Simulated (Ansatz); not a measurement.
BaTe (rock salt, space group No. 225), DFT-LDA in the program Ansatz with PAW potentials, all energies at zero smearing, with the estimated change up to a 700 eV cutoff added, with one set of potentials and settings (totals compare only within such a set). Cell of 2 atoms (1 Ba, 1 Te): -12610.410 eV.

```
element              reference phase  E (eV/atom)
-------  ---------------------------  -----------
Ba        Im-3m, 1 atoms in the cell   -5779.5825
Te       P3_121, 3 atoms in the cell   -6827.2001
```

Formation energy per atom, worked out: (-12610.410 − 1×(-5779.5825) − 1×(-6827.2001))/2 = -1.814 eV/atom (-175 kJ per mol of atoms), at 0 K, without zero-point energy or fitted corrections.

Space group Fm-3m (rock salt). The LDA relaxation kept the symmetry of its start; of distortions, only those at the zone centre were tested. The references are the lowest solids computed at this level, not always the standard phases. Scalar-relativistic: spin–orbit coupling is off unless named, which matters more the heavier the elements.

Potentials: the later of the program's two PAW sets.
